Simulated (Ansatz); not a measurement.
LiCd in space group Fd-3m (No. 227; Li on 8a, Cd on 8b), r²SCAN (plane waves, PAW; program Ansatz), all energies at zero smearing, with the estimated change up to a 700 eV cutoff added, with one set of potentials and settings (totals compare only within such a set). Cell of 4 atoms (2 Li, 2 Cd): -16947.675 eV.

| element | reference phase | E (eV/atom) |
|---|---|---|
| Li | Fm-3m, 1 atoms in the cell | -205.1371 |
| Cd | P6_3/mmc, 2 atoms in the cell | -8268.1834 |

Formation energy per atom, worked out: (-16947.675 − 2×(-205.1371) − 2×(-8268.1834))/4 = -0.259 eV/atom (-25 kJ per mol of atoms), at 0 K, without zero-point energy or fitted corrections.

The workflow started from a Materials Project entry (that database holds measured and hypothetical structures alike); the Crystallography Open Database copy checked does not list it. With Li and Cd taken as one species the cell has the higher symmetry Im-3m, so it may be an ordered model of a mixed-site phase. Its standing as an ambient phase is unchecked. The cell was relaxed with r²SCAN under the symmetry of its start; whether a distortion lowers the energy is not shown. The references are the lowest solids computed at this level, not always the standard phases.

Potentials: the later of the program's two PAW sets.
